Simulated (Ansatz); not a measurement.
Starting cell, ZnSe (zinc blende):

```
ZnSe
1.0
    0.00000     5.73302     5.73302
    2.86651     0.00000     2.86651
    2.86651     2.86651     0.00000
Se Zn
2 2
Cartesian
  4.29976   4.29976   4.29976
  4.29976   7.16627   7.16627
  0.00000   0.00000   0.00000
  0.00000   2.86651   2.86651
```

The atoms are displaced by Q × the pattern below (from a DFPT mode at L = (0.5, 0.0, 0.0), largest move 1; Q in Å), at fixed cell. It is one choice among 2 degenerate patterns. (q is in reciprocal vectors of the primitive cell; the cell shown is doubled to hold the pattern.)

```csv
atom,x,y,z
Se1,0.273,-0.498,0.770
Se2,-0.273,0.498,-0.770
Zn3,0.285,-0.520,0.805
Zn4,-0.285,0.520,-0.805
```

These are PBE (plane waves to 420 eV, PAW, scalar-relativistic; Ansatz, a quantum-chemistry and plane-wave program) values and carry that method's errors. k mesh 5×10×10 (Γ-centred), Fermi-Dirac smearing 0.05 eV. Energies are smeared free energies. The PAW data are Ansatz's earlier set. ZnSe was relaxed with its symmetry unable to fall. ΔE is measured from the undisplaced structure.

```
Q (Å)    ΔE (meV/cell)
-------  -------------
-0.2800           1850
-0.2333       withheld
-0.1867            735
-0.1400            398
-0.0933            172
-0.0467             42
0.0000               0
0.0467              42
0.0933             172
0.1400             398
0.1867             735
0.2333        withheld
0.2800            1850
```

Problem. Fit an even polynomial form (powers 2, 4) to the given rows and predict ΔE at Q = 0.2333.

Solution. Least squares on the 11 given rows: ΔE = (19140)·Q² + (56820)·Q⁴, in meV/cell with Q in Å; root-mean-square residual 0.8 meV/cell. At 0.2333 the fit gives 1210 meV/cell; the calculation gives 1208 meV/cell, so the interpolation is off by 2 (+0.2 %). The quadratic term alone would give 1042 meV/cell.

(A displaced cell: forces are minus the slopes of the energy, force constants its curvatures, and phonons follow from these.)
